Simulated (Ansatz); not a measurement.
Mo$_{2}$C:
Space group P-3m1 (No. 164); a = 3.016 Å, b = 3.016 Å, c = 4.596 Å, α = 90.00°, β = 90.00°, γ = 120.00°

```json
[
 {"atom": "Mo", "site": "2d", "symmetry": "3m.", "x": "0.3333", "y": "0.6667", "z": "0.2491"},
 {"atom": "C", "site": "1b", "symmetry": "-3m.", "x": "0.0000", "y": "0.0000", "z": "0.5000"}
]
```

Relaxed at zero pressure with plane-wave PAW LDA (Ansatz code).

The volume is lowered by 6 % and shape and atoms relax at that volume. What pressure results, and how do the axes share the change?

21.5 GPa; a -2.2 %, b -2.2 %, c -1.8 %; the energy rises by 46 meV/atom.

Give the new structure.


Space group P-3m1 (No. 164); a = 2.9509 Å, b = 2.9509 Å, c = 4.5137 Å, α = 90.00°, β = 90.00°, γ = 120.00°

```tsv
atom	site	symmetry	x	y	z
Mo	2d	3m.	0.3333	0.6667	0.2449
C	1b	-3m.	0.0000	0.0000	0.5000
```

The phase is kept; no other phase was compared at this pressure.

The workflow started from a Materials Project entry (that database holds measured and hypothetical structures alike); the Crystallography Open Database copy checked does not list it. COD files the formula under space group No. 60, so this cell is another polymorph or a model. Its standing as an ambient phase is unchecked. Symmetry was held in the LDA relaxation; of distortions, only those at the zone centre were tested. The run is not spin-polarised.

Potentials: the later of the program's two PAW sets.
